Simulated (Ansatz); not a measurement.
**Ta: relaxation of cell and atoms**

Method: DFT, PBE, all-electron LAPW, scalar-relativistic (Ansatz 0.2.0).

Command: `ansatz run input.yaml --threads 1 --pin off --max-ram 2048MiB --backend cpu --events-out ev --progress --plain --runs-dir out` The run took 33 s on 1 thread of Arm Neoverse V2, on a shared host.

```yaml
crystal:
  lattice:
    - [-1.65128, 1.65128, 1.65128]
    - [1.65128, -1.65128, 1.65128]
    - [1.65128, 1.65128, -1.65128]
  atoms:
    - { symbol: Ta, position: [0.0, 0.0, 0.0] }
kpoints:
  mp_grid: { grid: [14, 14, 14] }
scf:
  occupations: { method: fermi_dirac, width: 0.05 }
hamiltonian:
  xc: pbe
  pseudopotentials: { kind: all_electron, lapw: { basis_error: 0.001 } }
output:
  forces: true
  stress: true
relax:
  f_tol: 0.005
  max_steps: 80
  cell: {}
```

No spin–orbit coupling, which matters for the heavy atoms here.

The cell comes from COD entry 1541266, which wasn't checked; take it as a given geometry.

Each frame lists the cell vectors (Å), then Cartesian positions (Å); symmetry keeps all forces zero. Free energies count from the first step, -424569.1135 eV.

The walk took 5 evaluations in all; steps that aren't listed are left out.

Step 1: E = 0.0 meV, P = 3.01 GPa

```
cell -1.6513 1.6513 1.6513 1.6513 -1.6513 1.6513 1.6513 1.6513 -1.6513
Ta    0.0000    0.0000    0.0000
```

Step 2: E = +19.3 meV, P = -8.10 GPa, step rejected

```
cell -1.6840 1.6840 1.6840 1.6840 -1.6840 1.6840 1.6840 1.6840 -1.6840
Ta    0.0000    0.0000    0.0000
```

How does the relaxation end?

It converges, with a = 3.319 Å, b = 3.319 Å, c = 3.319 Å, α = 90.00°, β = 90.00°, γ = 90.00° (conventional cell, space group Im-3m). The last solve (on a basis chosen afresh for the final cell, so its energy is not quite comparable) gives E = -2.5 meV, P = 0.00 GPa:
```
cell -1.6593 1.6593 1.6593 1.6593 -1.6593 1.6593 1.6593 1.6593 -1.6593
Ta    0.0000    0.0000    0.0000
```
